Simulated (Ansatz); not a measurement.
CdGeAs$_{2}$ (chalcopyrite, space group No. 122), r²SCAN (plane waves, PAW; program Ansatz). The conduction-band minimum lies at Γ, with 1 equivalent valley. Second derivatives d²E/dk² of the lowest band at one valley (eV·Å²), along Cartesian directions:

| direction | d²E/dk² |
|---|---|
| [100] | 334.2 |
| [010] | 334.2 |
| [001] | 991.7 |
| [110] | 334.2 |
| [101] | 668.1 |
| [011] | 668.1 |

Find the principal effective masses, the density-of-states mass and the conductivity mass.

Off-diagonal terms follow from H_xy = H[110] − (H_xx + H_yy)/2, and m*/mₑ = 7.620 eV·Å² over each eigenvalue: 0.008, 0.023, 0.023. One valley's DOS mass (m₁m₂m₃)^(1/3) = 0.016, conductivity mass 3/(Σ 1/mᵢ) = 0.014 mₑ.

What effective density of states Nc follows at 300 K for parabolic valleys?

Nc = 2.509e19 × 1 × (0.016)^(3/2) ≈ 5.1e16 cm⁻³.

Space group I-42d (chalcopyrite). Symmetry was held in the r²SCAN relaxation. Scalar-relativistic: spin–orbit coupling is off unless named, which matters more the heavier the elements.

Potentials: the later of the program's two PAW sets.

Edges and masses are those of Kohn–Sham bands, whose gap is no quasiparticle gap.
